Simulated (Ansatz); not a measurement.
GaP:
```yaml
crystal:
  lattice:
    - [0.00000, 2.75306, 2.75306]
    - [2.75306, 0.00000, 2.75306]
    - [2.75306, 2.75306, 0.00000]
  atoms:
    - { symbol: Ga, position: [0.00000, 0.00000, 0.00000] }
    - { symbol: P, position: [0.75000, 0.75000, 0.75000] }
```

Relaxed with PBE. Special points in fractions of this cell's reciprocal vectors: Γ (0.000, 0.000, 0.000); X (0.500, 0.000, 0.500); U (0.625, 0.250, 0.625); K (0.375, 0.375, 0.750); L (0.500, 0.500, 0.500); W (0.500, 0.250, 0.750).

Question: List the band energies nearest the valence-band maximum at these points for PBE (plane waves, PAW; program Ansatz).

Answer: In eV from the valence-band maximum; about four levels below and three above (degenerate sets whole), none deeper than 8.9 eV; points with the same levels are listed once.

| k | below | above |
|---|---|---|
| Γ | 0.00 0.00 0.00 | 1.58 3.89 3.89 3.89 |
| X | -6.61 -2.58 -2.58 | 1.72 1.85 10.35 10.35 |
| U | -6.41 -3.78 -2.16 | 2.22 4.74 8.12 |
| L | -6.46 -1.07 -1.07 | 1.58 4.72 4.72 |
| W | -6.42 -3.43 -3.27 | 4.69 4.73 6.01 |

Space group F-43m (zinc blende). The PBE relaxation kept the symmetry of its start. Scalar-relativistic: spin–orbit coupling is off unless named, which matters more the heavier the elements.

Potentials: the later of the program's two PAW sets.
